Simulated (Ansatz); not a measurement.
# ScIr: moving Ir off its site

ScIr, Pm-3m, a = 3.206 Å (as given, not relaxed at this level: -2.8 GPa). The structure is a COD entry; whether it is the stable form wasn't checked. Ansatz: PBEsol, PAW, 420 eV, Γ-centred 14×14×14 mesh on 2 atoms, Gaussian smearing 0.15 eV; no spin polarisation.

```xyz
2
Lattice="3.2060 0.0000 0.0000 0.0000 3.2060 0.0000 0.0000 0.0000 3.2060" Properties=species:S:1:pos:R:3 pbc="T T T"
Sc    1.6030    1.6030    1.6030
Ir    0.0000    0.0000    0.0000
```

Atom 2 (Ir) moves by x along the unit vector (1.000, 0.000, 0.000), with its periodic images; all else is held. y is the free energy of the cell over the start, F the force along the path summed over the moved atoms. Symmetry makes y even in x.

| x (Å) | y (meV) | F (eV/Å) |
| --- | --- | --- |
| -0.5000 | 734.2 | 2.92 |
| -0.2500 | 180.5 | 1.47 |
| 0.0000 | 0.0 | 0.00 |
| 0.0625 | 11.1 | -0.35 |
| 0.1250 | ? | ? |
| 0.1875 | 100.8 | -1.09 |
| 0.3125 | 284.0 | -1.85 |
| 0.3750 | 411.4 | -2.23 |
| 0.4375 | 562.0 | -2.59 |

Q: Fit y = c2 x² + c4 x⁴ to the energies of the other rows, give the force constant, and predict energy and force of the missing row.

A: Least squares on the rows shown. y = 2893.6 x² + 186.89 x⁴. The force constant is 2 c2 = 5.79 eV/Å², for the cell as given, at -2.8 GPa (for all images moving together, not for a lone atom). With two atoms in a cubic cell this is the optical mode at Γ (in a metal it hangs on mesh and smearing): ω = 521.5 √(2 c2/μ) = 208 cm⁻¹ for μ = 36.43 u. The force −dy/dx at the missing row is -0.72 eV/Å (computed -0.72). At x = 0.1250 the fit asked for gives 45.3 meV. The run gave 44.5 meV, so the fit is 0.8 meV too high, within the rms miss on the fitted rows (0.9 meV).

Spin–orbit coupling is left out, which can shift energies with elements as heavy as these.